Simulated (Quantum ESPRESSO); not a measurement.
pw.x input (Quantum ESPRESSO 7.5; LDA, PseudoDojo standard norm-conserving files, scalar-relativistic):

```
&CONTROL
  calculation = 'scf'
  pseudo_dir = './pseudo'
  outdir = './out'
  tprnfor = .true.
  tstress = .true.
/
&SYSTEM
  ibrav = 0
  nat = 2
  ntyp = 2
  ecutwfc = 82.3
  ecutrho = 329.2
  occupations = 'smearing'
  smearing = 'fd'
  degauss = 0.002
  nbnd = 19
/
&ELECTRONS
  conv_thr = 2e-10
/
ATOMIC_SPECIES
Te 127.6000 Te.upf
Pb 207.2000 Pb.upf
CELL_PARAMETERS angstrom
  0.000000000000   3.270895000000   3.270895000000
  3.270895000000   0.000000000000   3.270895000000
  3.270895000000   3.270895000000   0.000000000000
ATOMIC_POSITIONS crystal
Te   0.000000000000   0.000000000000   0.000000000000
Pb   0.500000000000   0.500000000000   0.500000000000
K_POINTS automatic
8 8 8 0 0 0
```

End of the output:

```
     total energy              =    -349.69216265 Ry
     estimated scf accuracy    <       0.00000058 Ry
     total energy              =    -349.69216288 Ry
     estimated scf accuracy    <       0.00000015 Ry
     total energy              =    -349.69216292 Ry
     estimated scf accuracy    <          5.9E-09 Ry
[...]
     the Fermi energy is     8.4446 ev
!    total energy              =    -349.69216292 Ry
     estimated scf accuracy    <          6.2E-11 Ry
     smearing contrib. (-TS)   =      -0.00000000 Ry
     internal energy E=F+TS    =    -349.69216292 Ry
     The total energy is F=E-TS. E is the sum of the following terms:
     one-electron contribution =    -137.99840017 Ry
     hartree contribution      =      83.25291391 Ry
     xc contribution           =     -87.81851518 Ry
     ewald contribution        =    -207.12816148 Ry
     convergence has been achieved in   8 iterations
     Forces acting on atoms (cartesian axes, Ry/au):
     atom    1 type  1   force =     0.00000000    0.00000000    0.00000000
     atom    2 type  2   force =     0.00000000    0.00000000    0.00000000
     Total force =     0.000000     Total SCF correction =     0.000000
     Computing stress (Cartesian axis) and pressure
          total   stress  (Ry/bohr**3)                   (kbar)     P=      -31.25
  -0.00021246   0.00000000   0.00000000          -31.25        0.00        0.00
   0.00000000  -0.00021246  -0.00000000            0.00      -31.25       -0.00
   0.00000000  -0.00000000  -0.00021246            0.00       -0.00      -31.25
```
In a gapped system the printed Fermi energy is only some level inside the gap.

Spin-orbit coupling is not included.

Geometry of the Materials Project entry, not relaxed at this level.
